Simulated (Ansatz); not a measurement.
BN: Quadrupolar parameters

The cell is a COD entry, whose atoms a relaxation with PBE at fixed cell left in place.

```cif
data_structure
_symmetry_space_group_name_H-M 'P 1'
_symmetry_Int_Tables_number 1
_cell_length_a 2.4982
_cell_length_b 2.4982
_cell_length_c 6.6357
_cell_angle_alpha 90.000
_cell_angle_beta 90.000
_cell_angle_gamma 120.000
_cell_volume 35.87
loop_
_atom_site_label
_atom_site_type_symbol
_atom_site_fract_x
_atom_site_fract_y
_atom_site_fract_z
_atom_site_occupancy
B1 B 0.33333 0.66667 0.25000 1
B2 B 0.66667 0.33333 0.75000 1
N3 N 0.33333 0.66667 0.75000 1
N4 N 0.66667 0.33333 0.25000 1
```

Sites (sets of like atoms) are named by element and the number of their first atom in this list.

Level of theory: DFT, PBE, plane waves and PAW, scalar-relativistic, 420 eV cutoff, Γ-centred 13×13×4 k-points, Fermi–Dirac smearing 0.02 eV (Ansatz 0.2.0).

Conventions: |V_zz| ≥ |V_yy| ≥ |V_xx|, η = (V_xx − V_yy)/V_zz, C_Q = eQV_zz/h.

B-10: I = 3, Q = 84.59 mb; ¹⁴N: I = 1, Q = 20.44 mb. Q values from Pyykkö, Mol. Phys. 116, 1328 (2018).

```
site  atoms (order as listed)    first shell  V_zz (10²¹ V/m²)     η  C_Q (MHz)
   B                     1, 2  3 N at 1.44 Å              2.83  0.00       5.79
   N                     3, 4  3 B at 1.44 Å             -0.26  0.00     -0.129
```

An axis of threefold or higher order runs through B and N, so V_zz lies along it and η is zero.

At this cell the PBE pressure is 5 GPa, so with PBE the cell would grow if it were relaxed.
